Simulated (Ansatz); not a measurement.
NbN:
```cif
data_NNb
_chemical_formula_sum 'N1 Nb1'
_space_group_name_H-M_alt 'P 1'
_space_group_IT_number 1
_cell_length_a 3.09737
_cell_length_b 3.09737
_cell_length_c 3.09737
_cell_angle_alpha 60.000
_cell_angle_beta 60.000
_cell_angle_gamma 60.000
loop_
_space_group_symop_operation_xyz
  'x, y, z'
loop_
_atom_site_label
_atom_site_type_symbol
_atom_site_fract_x
_atom_site_fract_y
_atom_site_fract_z
_atom_site_occupancy
N1 N 0.00000 0.00000 0.00000 1
Nb1 Nb 0.50000 0.50000 0.50000 1
```

Relaxed with PBEsol.

Problem. Tabulate the valence density and the electron localisation function along the shortest Nb–Nb contact (3.10 Å), PBEsol (plane waves, PAW; program Ansatz).

Solution. 

| distance from Nb (Å) | density (e/Å³) | ELF |
|---|---|---|
| 0.31 | 5.21 | 0.53 |
| 0.46 | 4.72 | 0.75 |
| 0.62 | 3.27 | 0.78 |
| 0.77 | 1.78 | 0.66 |
| 0.93 | 0.84 | 0.40 |
| 1.08 | 0.43 | 0.19 |
| 1.24 | 0.29 | 0.15 |
| 1.39 | 0.24 | 0.17 |
| 1.55 | 0.23 | 0.19 |
| 1.70 | 0.24 | 0.17 |
| 1.86 | 0.29 | 0.15 |
| 2.01 | 0.43 | 0.19 |
| 2.17 | 0.84 | 0.40 |
| 2.32 | 1.78 | 0.66 |
| 2.48 | 3.27 | 0.78 |
| 2.63 | 4.72 | 0.75 |
| 2.79 | 5.21 | 0.53 |

The density is the valence pseudo-density with augmentation charge, so density and ELF within about 1 Å of a nucleus are not all-electron values.

Space group Fm-3m (rock salt). The cell was relaxed with PBEsol under the symmetry of its start. No spin polarisation was allowed.

Potentials: the later of the program's two PAW sets.
